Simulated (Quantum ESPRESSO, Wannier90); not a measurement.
# Sr(ZnAs)2 (P-3m1), plane waves to Wannier functions

```
begin unit_cell_cart
ang
    4.2158799224    0.0000000000    0.0000000000
   -2.1079399612    3.6510591121    0.0000000000
    0.0000000000    0.0000000000    7.2709900000
end unit_cell_cart
begin atoms_frac
Sr   0.0000000000  0.0000000000  0.0000000000
Zn  -0.3333333333  0.3333333333  0.3713200000
Zn   0.3333333333 -0.3333333333 -0.3713200000
As  -0.3333333333  0.3333333333 -0.2721000000
As   0.3333333333 -0.3333333333  0.2721000000
end atoms_frac
```

Cell from Materials Project (mp-7770), symmetrised, no further relaxation. Not found in the COD (Crystallography Open Database) copy used; not checked further. Method: LDA plane waves in Quantum ESPRESSO 7.5 (PseudoDojo norm-conserving files, 68 Ry, no spin polarisation, no spin-orbit coupling), Bloch states on a 4×4×4 mesh through Γ, Wannier90 4.0.1. Density: 12×12×4 mesh, cold smearing 0.01 Ry. Spin-orbit coupling, left out, would split the p-like bands by a few tenths of an eV. The gap is small at this level and was sampled on the meshes and a path alone.

A tight-binding model is made by disentanglement and projection with no localisation steps (num_iter = 0), so the 22 orbitals stay atom-like: hydrogen-like Sr: s;d; Zn: s;p; As: s;p, axes along x, y, z; frozen window up to 1.67 eV relative to the valence-band maximum. It follows pw.x to 28 meV rms for states up to 1.2 eV relative to the valence-band maximum. Matrix elements depend on this choice of orbitals and windows. Bands 25–34 (Zn 3d 96 %) lie between the kept ones and are excluded.

**Question.** Which pairs of orbitals on different sites are coupled most strongly? Give distance, modulus and how many such pairs a cell has.

**Answer.** 
```tsv
orbital	orbital	distance of the centres (Å)	modulus (eV)	pairs
As py	Zn py	2.85	2.45	2
As pz	Zn pz	3.02	2.33	2
As py	Zn s	2.64	2.06	2
As s	Zn py	2.75	2.00	2
As pz	Zn s	2.66	1.89	2
As s	Zn pz	2.84	1.80	2
As px	Zn s	2.60	1.79	4
As s	Zn px	2.64	1.74	4
As py	Zn px	2.63	1.59	4
As px	Zn py	2.49	1.59	4
As px	Zn px	2.71	1.53	4
As s	Zn s	2.54	1.27	6
As px	Zn px	2.28	1.22	2
As py	Sr dyz	3.06	1.14	2
As s	Zn s	2.48	1.07	2
As pz	Sr s	3.06	1.06	6
As py	Zn pz	2.55	1.03	2
As py	Zn s	2.53	1.03	4
Zn py	Zn py	3.41	1.03	1
As py	Sr s	3.06	1.01	2
As s	Zn py	2.43	1.00	4
As px	Zn pz	2.51	0.89	4
As px	Sr s	3.09	0.88	4
Zn px	Zn px	2.70	0.86	1
As pz	Zn py	2.80	0.82	2
As pz	Sr dx2-y2	3.06	0.82	2
As px	Sr dxz	3.09	0.82	4
Zn px	Zn py	3.03	0.82	4
Zn py	Zn pz	3.42	0.78	2
As pz	Sr dyz	3.06	0.78	2
```
